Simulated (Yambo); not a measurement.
Optical response of Os

```
Os
1.0
    2.74613     0.00000     0.00000
   -1.37306     2.37822     0.00000
    0.00000     0.00000     4.32631
Os
2
Cartesian
  0.00000   1.58548   1.08158
  1.37306   0.79274   3.24473
```

Yambo, RPA with local fields on PBEsol bands; 21×21×12 mesh, 47 bands, 4 Ry local-field block, 0.25 eV broadening; field along x.

```json
[
 {"E (eV)": "0.6", "Im ε": "13.0", "Im ε, independent particles": "13.0"},
 {"E (eV)": "1.0", "Im ε": "10.5", "Im ε, independent particles": "10.5"},
 {"E (eV)": "1.4", "Im ε": "9.38", "Im ε, independent particles": "9.40"},
 {"E (eV)": "1.8", "Im ε": "12.3", "Im ε, independent particles": "12.3"},
 {"E (eV)": "2.1", "Im ε": "20.1", "Im ε, independent particles": "20.2"},
 {"E (eV)": "2.5", "Im ε": "35.7", "Im ε, independent particles": "35.8"},
 {"E (eV)": "2.9", "Im ε": "43.6", "Im ε, independent particles": "43.3"},
 {"E (eV)": "3.2", "Im ε": "36.3", "Im ε, independent particles": "35.9"},
 {"E (eV)": "3.6", "Im ε": "31.5", "Im ε, independent particles": "31.4"},
 {"E (eV)": "4.0", "Im ε": "29.0", "Im ε, independent particles": "29.1"},
 {"E (eV)": "4.4", "Im ε": "23.4", "Im ε, independent particles": "23.6"},
 {"E (eV)": "4.8", "Im ε": "17.1", "Im ε, independent particles": "17.4"},
 {"E (eV)": "5.1", "Im ε": "13.0", "Im ε, independent particles": "13.1"},
 {"E (eV)": "5.5", "Im ε": "10.6", "Im ε, independent particles": "10.6"},
 {"E (eV)": "5.9", "Im ε": "9.50", "Im ε, independent particles": "9.42"},
 {"E (eV)": "6.2", "Im ε": "8.05", "Im ε, independent particles": "7.89"},
 {"E (eV)": "6.6", "Im ε": "6.43", "Im ε, independent particles": "6.36"},
 {"E (eV)": "7.0", "Im ε": "5.31", "Im ε, independent particles": "5.27"},
 {"E (eV)": "7.4", "Im ε": "4.43", "Im ε, independent particles": "4.39"},
 {"E (eV)": "7.8", "Im ε": "3.86", "Im ε, independent particles": "3.83"},
 {"E (eV)": "8.1", "Im ε": "3.62", "Im ε, independent particles": "3.60"},
 {"E (eV)": "8.5", "Im ε": "3.61", "Im ε, independent particles": "3.58"},
 {"E (eV)": "8.9", "Im ε": "3.70", "Im ε, independent particles": "3.67"},
 {"E (eV)": "9.2", "Im ε": "3.64", "Im ε, independent particles": "3.59"},
 {"E (eV)": "9.6", "Im ε": "4.03", "Im ε, independent particles": "3.97"},
 {"E (eV)": "10.0", "Im ε": "4.23", "Im ε, independent particles": "4.14"},
 {"E (eV)": "10.4", "Im ε": "4.49", "Im ε, independent particles": "4.40"},
 {"E (eV)": "10.8", "Im ε": "4.54", "Im ε, independent particles": "4.44"},
 {"E (eV)": "11.1", "Im ε": "3.87", "Im ε, independent particles": "3.78"},
 {"E (eV)": "11.5", "Im ε": "3.22", "Im ε, independent particles": "3.15"},
 {"E (eV)": "11.9", "Im ε": "3.17", "Im ε, independent particles": "3.09"},
 {"E (eV)": "12.2", "Im ε": "2.95", "Im ε, independent particles": "2.89"},
 {"E (eV)": "12.6", "Im ε": "2.72", "Im ε, independent particles": "2.71"},
 {"E (eV)": "13.0", "Im ε": "2.70", "Im ε, independent particles": "2.72"},
 {"E (eV)": "13.4", "Im ε": "2.65", "Im ε, independent particles": "2.67"},
 {"E (eV)": "13.8", "Im ε": "2.45", "Im ε, independent particles": "2.46"},
 {"E (eV)": "14.1", "Im ε": "2.38", "Im ε, independent particles": "2.41"},
 {"E (eV)": "14.5", "Im ε": "2.32", "Im ε, independent particles": "2.36"},
 {"E (eV)": "14.9", "Im ε": "2.18", "Im ε, independent particles": "2.26"},
 {"E (eV)": "15.2", "Im ε": "2.05", "Im ε, independent particles": "2.21"},
 {"E (eV)": "15.6", "Im ε": "2.21", "Im ε, independent particles": "2.49"},
 {"E (eV)": "16.0", "Im ε": "2.50", "Im ε, independent particles": "3.03"},
 {"E (eV)": "16.4", "Im ε": "2.97", "Im ε, independent particles": "3.80"},
 {"E (eV)": "16.8", "Im ε": "3.36", "Im ε, independent particles": "4.35"},
 {"E (eV)": "17.1", "Im ε": "3.53", "Im ε, independent particles": "4.62"},
 {"E (eV)": "17.5", "Im ε": "3.80", "Im ε, independent particles": "4.86"},
 {"E (eV)": "17.9", "Im ε": "3.85", "Im ε, independent particles": "4.78"},
 {"E (eV)": "18.2", "Im ε": "4.03", "Im ε, independent particles": "4.82"},
 {"E (eV)": "18.6", "Im ε": "3.98", "Im ε, independent particles": "4.38"},
 {"E (eV)": "19.0", "Im ε": "3.55", "Im ε, independent particles": "3.73"},
 {"E (eV)": "19.4", "Im ε": "3.04", "Im ε, independent particles": "3.15"},
 {"E (eV)": "19.8", "Im ε": "2.62", "Im ε, independent particles": "2.68"}
]
```

Only interband transitions are included: the Drude term is missing, so nothing below about 0.6 eV and no real part is shown. Structure narrower than a few tenths of an eV can come from the finite k mesh.

Spin-orbit coupling is left out; for elements this heavy it splits bands near the Fermi level.

Geometry of the Materials Project entry, not relaxed at this level.
